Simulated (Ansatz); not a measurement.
GaSb (CsCl type, space group No. 221), PBE in the plane-wave PAW code Ansatz, all energies at zero smearing, with the estimated change up to a 700 eV cutoff added, with one set of potentials and settings (totals compare only within such a set). Cell of 2 atoms (1 Ga, 1 Sb): -10267.238 eV.

```tsv
element	reference phase	E (eV/atom)
Ga	Cmce, 4 atoms in the cell	-3783.0209
Sb	R-3m, 2 atoms in the cell	-6484.4916
```

Formation energy per atom, worked out: (-10267.238 − 1×(-3783.0209) − 1×(-6484.4916))/2 = 0.137 eV/atom (13 kJ per mol of atoms), at 0 K, without zero-point energy or fitted corrections.

Space group Pm-3m (CsCl type). A made-up cell: these elements were put on the sites of a structure type; neither database checked (COD, Materials Project) lists it. It is not the phase usual at ambient conditions (space group No. 216). The cell was relaxed with PBE under the symmetry of its start; whether a distortion lowers the energy is not shown. The references are the lowest solids computed at this level, not always the standard phases. Spin–orbit coupling is left out wherever it is not named.

Potentials: the later of the program's two PAW sets.
